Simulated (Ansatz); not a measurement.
Ga (omega (AlB2-type)): energy against volume

The calculation used DFT, PBEsol, plane waves (420 eV) with PAW, scalar-relativistic (Ansatz 0.2.0). (PAW data from PBE, frozen cores regenerated.)

The cell is scaled uniformly from the relaxed one, with fractional coordinates and shape fixed. Energies are extrapolated to zero smearing, pressures are those at the given smearing. Magnetic state: spin not included.

A Birch-Murnaghan fit gives V₀ = 18.07 Å³/atom, B₀ = 57 GPa, B₀′ = 4.9.

What are the energy above the minimum and the pressure at 16.616 Å³/atom?

24.8 meV/atom and 6.01 GPa as computed.

What are the energy above the minimum and the pressure at 17.338 Å³/atom?

5.8 meV/atom and 2.69 GPa as computed.

What are the energy above the minimum and the pressure at 18.783 Å³/atom?

4.6 meV/atom and -1.97 GPa as computed.
